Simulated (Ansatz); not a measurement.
Input and command of a plane-wave DFT calculation in Ansatz:

```yaml
crystal:
  lattice:
    - [5.4423086028, 0.0, 0.0]
    - [0.0, 5.4423086028, 0.0]
    - [0.0, 0.0, 16.3267278555]
  atoms:
    - { symbol: S, position: [0.25, 0.25, 0.03062463] }
    - { symbol: S, position: [-0.25, 0.75, 0.03062463] }
    - { symbol: Zn, position: [-0.5, 0.0, 0.1139589737] }
    - { symbol: Zn, position: [0.0, 0.5, 0.1139589737] }
    - { symbol: S, position: [-0.25, 0.25, 0.1972933174] }
    - { symbol: S, position: [-0.75, 0.75, 0.1972933174] }
    - { symbol: Zn, position: [-1.0, 0.0, 0.2806276611] }
    - { symbol: Zn, position: [-0.5, 0.5, 0.2806276611] }
    - { symbol: S, position: [-0.75, 0.25, 0.3639620048] }
    - { symbol: S, position: [-1.25, 0.75, 0.3639620048] }
    - { symbol: Zn, position: [-1.5, 0.0, 0.4472963486] }
    - { symbol: Zn, position: [-1.0, 0.5, 0.4472963486] }
    - { symbol: Mg, position: [-1.0, 0.5, 0.6126693507] }
    - { symbol: Mg, position: [-0.5, 0.8343857973, 0.6129337952] }
    - { symbol: Mg, position: [-1.0, 0.0009609303, 0.7096376395] }
    - { symbol: Mg, position: [-0.5, 0.3353467276, 0.709902084] }
    - { symbol: Mg, position: [-1.0, -0.4980781393, 0.8066059284] }
    - { symbol: Mg, position: [-0.5, -0.1636923421, 0.8068703729] }
    - { symbol: Mg, position: [-1.0, -0.997117209, 0.9035742172] }
    - { symbol: Mg, position: [-0.5, -0.6627314117, 0.9038386617] }
basis:
  ecutwfc: 420
kpoints:
  mp_grid: { grid: [7, 7, 2] }
hamiltonian:
  xc: pbe
scf:
  occupations: { method: gaussian, width: 0.1 }
output:
  forces: true
  stress: true
  eigenvalues: true
  populations: true
  write_density: true
  write_potential: true
  elf: true
  volumetric_format: npy
relax:
  adjacent_minimum: "off"
  f_tol: 0.02
  max_steps: 70
  cell: { fix: [a, b, gamma, alpha, beta], stress_tol: 0.15 }
```

```bash
ansatz run input.yaml --threads 4 --pin off --max-ram 8192MiB --backend cpu --events-out ev --progress --plain --runs-dir out
```

Processor: Arm Neoverse V1, 4 threads, on a host shared with other jobs.

Task: Estimate time, memory and problem size.

Result: About 20 min on 4 threads of Arm Neoverse V1, on a shared host, peak memory 2.5 GiB. It solves 114 bands at 50 k points (the mesh reduced by the symmetry that the task leaves, which can be less than the crystal's) with about 9257 plane waves (on the last cell), in 67 SCF iterations over 9 ionic steps.
